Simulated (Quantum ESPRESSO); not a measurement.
# Mo2Li2Mg2InAl: input and log of a self-consistent run

Computed values, not a measurement. The program is pw.x of Quantum ESPRESSO 7.5 (plane-wave density functional theory). The cell is made up: eight metal atoms on a face-centred cubic lattice, with elements, volume, strain and displacements drawn at random and not relaxed, so it may be unstable or far from any real phase. PseudoDojo standard norm-conserving files set the functional (PBE unless stated); there is no spin polarisation or spin-orbit coupling, the Fermi-Dirac width of 0.25 eV means electrons at about 2900 K, and the masses in the input are unused placeholders. A spin test at this wide smearing found no moment, but such smearing suppresses magnetism that the real alloy may have.

Input:

```
&control calculation='scf', pseudo_dir='./dojo.nc.sr.pbe.v0_5.standard.upf', outdir='./o', disk_io='medium', tprnfor=.true., tstress=.true. /
&system ibrav=0, nat=8, ntyp=5, nbnd=45, ecutwfc=84.00895049, nosym=.true., tot_charge=0,
 occupations='smearing', smearing='fd', degauss=0.0183746611
/
&electrons conv_thr=1.470e-08, electron_maxstep=70, mixing_beta=0.5 /
ATOMIC_SPECIES
Al 1.0 Al.upf
In 1.0 In.upf
Li 1.0 Li.upf
Mg 1.0 Mg.upf
Mo 1.0 Mo.upf
CELL_PARAMETERS angstrom
0.0384 -0.0411 -4.0842
4.1438 0.0313 -0.0384
-0.0626 -8.1762 -0.0821
ATOMIC_POSITIONS angstrom
Mo -0.0607 -0.0031 -0.0752
Li -0.1094 -4.0678 -0.1951
Mg 1.9429 -1.9169 0.1075
Li 2.1004 -6.199 -0.0295
Mo 0.0117 -2.0239 -2.1762
Mg -0.0221 -6.1547 -2.1873
In 2.116 -0.1278 -2.0549
Al 2.0141 -4.0432 -2.053
K_POINTS automatic
6 6 3 1 1 1
```

The log is shortened where brackets say so; the opening notice, blank lines, dates and the lines on written files are dropped, and the path of the files is cut. It prints rydbergs, bohrs and kilobars, and counts compression as positive stress. Its total energy is the free energy E - TS of the whole cell.

```
     Program PWSCF v.7.5
     Parallel version (MPI & OpenMP), running on       1 processor cores
     Number of MPI processes:                 1
     Threads/MPI process:                     1
     [start-up lines left out]
     bravais-lattice index     =            0
     lattice parameter (alat)  =       7.7188  a.u.
     unit-cell volume          =     933.5690 (a.u.)^3
     number of atoms/cell      =            8
     number of atomic types    =            5
     number of electrons       =        70.00
     number of Kohn-Sham states=           45
     kinetic-energy cutoff     =      84.0090  Ry
     charge density cutoff     =     336.0358  Ry
     scf convergence threshold =      1.5E-08
     mixing beta               =       0.5000
     number of iterations used =            8  plain     mixing
     Exchange-correlation= PBE
                           (   1   4   3   4   0   0   0)
     [axes and pseudopotential details left out]
   Cartesian axes
     site n.     atom                  positions (alat units)
         1        Mo     tau(   1) = (  -0.0148607  -0.0007590  -0.0184107  )
         2        Li     tau(   2) = (  -0.0267836  -0.9958901  -0.0477649  )
         3        Mg     tau(   3) = (   0.4756662  -0.4693008   0.0263184  )
         4        Li     tau(   4) = (   0.5142258  -1.5176564  -0.0072223  )
         5        Mo     tau(   5) = (   0.0028644  -0.4954968  -0.5327833  )
         6        Mg     tau(   6) = (  -0.0054106  -1.5068107  -0.5355009  )
         7        In     tau(   7) = (   0.5180450  -0.0312884  -0.5030863  )
         8        Al     tau(   8) = (   0.4930976  -0.9898674  -0.5026212  )
     number of k points=    54  Fermi-Dirac smearing, width (Ry)=  0.0184
                       cart. coord. in units 2pi/alat
        k(    1) = (   0.0820126  -0.0830689  -0.0817342), wk =   0.0370370
        k(    2) = (   0.0794652   0.2500314  -0.0851102), wk =   0.0370370
     [further k points left out]
     Dense  grid:    97121 G-vectors     FFT dimensions: (  45,  45,  96)
     Estimated max dynamical RAM per process >     134.33 MB
     Initial potential from superposition of free atoms
     starting charge      69.9801, renormalised to      70.0000
     Starting wfcs are   47 randomized atomic wfcs
     total cpu time spent up to now is       14.3 secs
     per-process dynamical memory:    80.7 Mb
     Self-consistent Calculation
     iteration #  1     ecut=    84.01 Ry     beta= 0.50
     Davidson diagonalization with overlap
     ethr =  1.00E-02,  avg # of iterations =  5.9
     Threshold (ethr) on eigenvalues was too large:
     Diagonalizing with lowered threshold
     Davidson diagonalization with overlap
     ethr =  8.49E-04,  avg # of iterations =  1.7
     total cpu time spent up to now is       88.3 secs
     total energy              =    -684.66437180 Ry
     estimated scf accuracy    <       0.62939156 Ry
     iteration #  2     ecut=    84.01 Ry     beta= 0.50
     Davidson diagonalization with overlap
     ethr =  8.99E-04,  avg # of iterations =  3.4
     total cpu time spent up to now is      130.5 secs
     total energy              =    -684.24900336 Ry
     estimated scf accuracy    <       6.96746834 Ry
     iteration #  3     ecut=    84.01 Ry     beta= 0.50
     Davidson diagonalization with overlap
     ethr =  8.99E-04,  avg # of iterations =  2.6
     total cpu time spent up to now is      168.5 secs
     total energy              =    -684.86971075 Ry
     estimated scf accuracy    <       0.36071614 Ry
     iteration #  4     ecut=    84.01 Ry     beta= 0.50
     Davidson diagonalization with overlap
     ethr =  5.15E-04,  avg # of iterations =  2.0
     total cpu time spent up to now is      199.4 secs
     total energy              =    -684.84489955 Ry
     estimated scf accuracy    <       1.59746145 Ry
     iteration #  5     ecut=    84.01 Ry     beta= 0.50
     Davidson diagonalization with overlap
     ethr =  5.15E-04,  avg # of iterations =  1.5
     total cpu time spent up to now is      226.2 secs
     total energy              =    -684.92624492 Ry
     estimated scf accuracy    <       0.01669323 Ry
     iteration #  6     ecut=    84.01 Ry     beta= 0.50
     Davidson diagonalization with overlap
     ethr =  2.38E-05,  avg # of iterations =  4.1
     total cpu time spent up to now is      268.1 secs
     total energy              =    -684.92890303 Ry
     estimated scf accuracy    <       0.00130340 Ry
     iteration #  7     ecut=    84.01 Ry     beta= 0.50
     Davidson diagonalization with overlap
     ethr =  1.86E-06,  avg # of iterations =  6.8
     total cpu time spent up to now is      301.2 secs
     total energy              =    -684.92913286 Ry
     estimated scf accuracy    <       0.00040229 Ry
     iteration #  8     ecut=    84.01 Ry     beta= 0.50
     Davidson diagonalization with overlap
     ethr =  5.75E-07,  avg # of iterations =  2.0
     total cpu time spent up to now is      332.0 secs
     total energy              =    -684.92918524 Ry
     estimated scf accuracy    <       0.00002055 Ry
     iteration #  9     ecut=    84.01 Ry     beta= 0.50
     Davidson diagonalization with overlap
     ethr =  2.94E-08,  avg # of iterations =  2.3
     total cpu time spent up to now is      368.0 secs
     total energy              =    -684.92918898 Ry
     estimated scf accuracy    <       0.00000176 Ry
     iteration # 10     ecut=    84.01 Ry     beta= 0.50
     Davidson diagonalization with overlap
     ethr =  2.51E-09,  avg # of iterations =  3.6
     total cpu time spent up to now is      411.9 secs
     total energy              =    -684.92918916 Ry
     estimated scf accuracy    <       0.00000026 Ry
     iteration # 11     ecut=    84.01 Ry     beta= 0.50
     Davidson diagonalization with overlap
     ethr =  3.72E-10,  avg # of iterations =  2.8
     total cpu time spent up to now is      451.5 secs
     End of self-consistent calculation
     [lines on levels left out]
!    total energy              =    -684.92918920 Ry
     estimated scf accuracy    <          8.7E-09 Ry
     smearing contrib. (-TS)   =      -0.08335382 Ry
     internal energy E=F+TS    =    -684.84583538 Ry
     The total energy is F=E-TS. E is the sum of the following terms:
     one-electron contribution =    -464.85951089 Ry
     hartree contribution      =     248.75985437 Ry
     xc contribution           =    -122.06995528 Ry
     ewald contribution        =    -346.67622359 Ry
     convergence has been achieved in  11 iterations
     Forces acting on atoms (cartesian axes, Ry/au):
     atom    1 type  5   force =     0.02714980   -0.05539770    0.02615902
     atom    2 type  3   force =     0.00642133   -0.00436277    0.01381867
     atom    3 type  4   force =     0.02194813   -0.05334287   -0.05685582
     atom    4 type  3   force =    -0.01563906    0.00937281   -0.01323711
     atom    5 type  5   force =    -0.01686280   -0.00511993    0.03351159
     atom    6 type  4   force =     0.00235385    0.02101010    0.00476466
     atom    7 type  2   force =    -0.02607397    0.06049843    0.00236323
     atom    8 type  1   force =     0.00070272    0.02734193   -0.01052424
     Total force =     0.137537     Total SCF correction =     0.000127
     Computing stress (Cartesian axis) and pressure
          total   stress  (Ry/bohr**3)                   (kbar)     P=       35.51
   0.00039434  -0.00006802   0.00007435           58.01      -10.01       10.94
  -0.00006802   0.00019692   0.00002069          -10.01       28.97        3.04
   0.00007435   0.00002069   0.00013299           10.94        3.04       19.56
     init_run     :     13.23s CPU     14.19s WALL (       1 calls)
     electrons    :    415.23s CPU    437.24s WALL (       1 calls)
     forces       :      5.89s CPU      5.96s WALL (       1 calls)
     stress       :     26.41s CPU     26.58s WALL (       1 calls)
     [timing details left out]
     PWSCF        :   7m41.27s CPU   8m 5.57s WALL
     JOB DONE.
```

In other units: free energy -9318.936 eV for the cell, pressure 3.55 GPa, largest force component 1.555 eV/Å in size. The run took 487 s of wall time with one process on a shared machine (AMD EPYC, Zen 5, virtual cores), so the time is rough. A rerun of this cell at a higher cutoff and on a denser mesh moved values by no more than 0.004 eV in energy, 0.06 GPa in stress and 0.010 eV/Å in force, and a second program with other atomic files agreed on that cell to 2 % rms in force and 0.5 GPa in pressure.